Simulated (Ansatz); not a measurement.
CaO:
```xyz
2
Lattice="0.0000 2.4155 2.4155 2.4155 0.0000 2.4155 2.4155 2.4155 0.0000" Properties=species:S:1:pos:R:3 pbc="T T T"
Ca     0.0000     0.0000     0.0000
O      2.4155     2.4155     2.4155
```

This is the PBE-relaxed structure.

### Question
All from DFT-PBE in the program Ansatz with PAW potentials, unless another level is named. Estimate the highest zone-centre frequency (without LO–TO term).

### Answer
255 cm⁻¹.

### Question
Next, the vibrational entropy at 300 K?

### Answer
21.2 J/(K·mol of atoms).

### Question
Predict the zero-point energy.

### Answer
51.6 meV/atom.

Space group Fm-3m (rock salt). Symmetry was held in the PBE relaxation; phonons on a q-mesh show no instability.

Potentials: the later of the program's two PAW sets.
